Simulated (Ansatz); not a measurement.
All numbers below come from DFT PBE, scalar-relativistic, plane waves, PAW (Ansatz 0.2.0). All cells share a 420 eV cutoff and Γ-centred k meshes spaced at most about 0.3 Å⁻¹ (about 0.25 or finer for metals, 2π included). No spin polarisation in the final relaxations.

Temperature and zero-point effects are left out.

Two relaxed structures of Ga2O:

A.

Space group P6/mmm (No. 191). a = 4.295 Å, b = 4.295 Å, c = 2.909 Å, α = 90.00°, β = 90.00°, γ = 120.00°
```
atom  site  symmetry       x       y       z
  Ga    2c      -6m2  0.3333  0.6667  0.0000
   O    1a     6/mmm  0.0000  0.0000  0.0000
```

B.

Space group P4/mmm (No. 123). a = 3.853 Å, b = 3.853 Å, c = 3.780 Å, α = 90.00°, β = 90.00°, γ = 90.00°
```tsv
atom	site	symmetry	x	y	z
Ga	1a	4/mmm	0.0000	0.0000	0.0000
Ga	1c	4/mmm	0.5000	0.5000	0.0000
O	1d	4/mmm	0.5000	0.5000	0.5000
```

Task: Which is lower in energy, and by how much?

Result: B is lower, by 0.37 eV/atom. A has space group P6/mmm (No. 191), 15.5 Å³/atom and no gap on its mesh; B has space group P4/mmm (No. 123), 18.7 Å³/atom and no gap. Counting O atoms around Ga (those within 1.25 times the shortest such distance or 1.15 times the sum of covalent radii; the shortest distance is added where it is long for a bond; a slash parts the counts of unlike sites), A has Ga 3 from 2.5 Å and B has Ga 2/8 from 3.3 Å. The lower one is the more open, so pressure narrows the difference. Both come from invented guesses. A third cell relaxed alike, in Fmmm, lies 0.31 eV/atom below the lower of the two.

Cells relaxed within their symmetry can be saddle points.
